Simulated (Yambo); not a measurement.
MgTe (NiAs type, space group P6_3/mmc, No. 194), G0W0@PBEsol in Yambo with this input:

```
rim_cut
gw0
dyson
el_el_corr
HF_and_locXC
ppa
em1d
RandQpts= 1000000
RandGvec= 1 Ry
EXXRLvcs= 84 Ry
VXCRLvcs= 336 Ry
Chimod= "HARTREE"
% BndsRnXp
 17 | 318 |
%
NGsBlkXp= 7 Ry
% LongDrXp
 1.0 | 1.0 | 1.0 |
%
PPAPntXp= 27.2114 eV
% GbndRnge
 1 | 318 |
%
GTermKind= "BG"
DysSolver= "n"
ExtendOut
```

On a 3×3×2 mesh, with wavefunctions cut at 84 Ry, the gap (Γ → K) is 1.913 eV and the valence edge shifts by -0.998 eV.

What happens with this change: 6 Ry block?

The gap falls by 0.039 eV, to 1.874 eV; the shift of the valence edge becomes -0.961 eV. Neither run is shown to be the converged limit.

The standard potential for Te keeps a d shell in the valence without the s and p states of that shell. In tests on such compounds this moved G0W0 gaps by up to about 0.9 eV, so absolute quasiparticle energies here are unreliable; differences between settings are what counts.

Spin-orbit coupling is included.

Geometry relaxed with PBEsol; primitive cell a = 4.182 Å, b = 4.182 Å, c = 6.809 Å, α = 90.00°, β = 90.00°, γ = 120.00°.

This is not the ordinary phase of the substance; no match was found in the copy of COD used, and its stability was not checked.

A shift is the quasiparticle energy of the state minus its PBEsol energy.
